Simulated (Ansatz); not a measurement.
ZrSi2 (Cmcm), relaxed with PBE (Ansatz, a quantum-chemistry and plane-wave program, plane waves, PAW): a = 3.706 Å, b = 14.799 Å, c = 3.677 Å, α = β = γ = 90.00°.

```
Property        Value
--------------  -----
ΔH_f (eV/atom)  -0.67
```

### Question
The same phase is relaxed and computed with r²SCAN in the same code. What are the cell and these values now?

### Answer
a = 3.6900 Å, b = 14.8639 Å, c = 3.6647 Å, α = 90.00°, β = 90.00°, γ = 90.00°.

ΔH_f (eV/atom): -0.66

All cells were relaxed under the symmetry of their starts (and spin orders); stability against distortions was not tested throughout. Rows with no word on spin ran without spin polarisation. Scalar-relativistic: spin–orbit coupling is off unless named, which matters more the heavier the elements.

Potentials: the later of the program's two PAW sets.

Ansatz is a plane-wave DFT program.

Formation energies count from the lowest solids of the elements computed at the same level, not from gases.
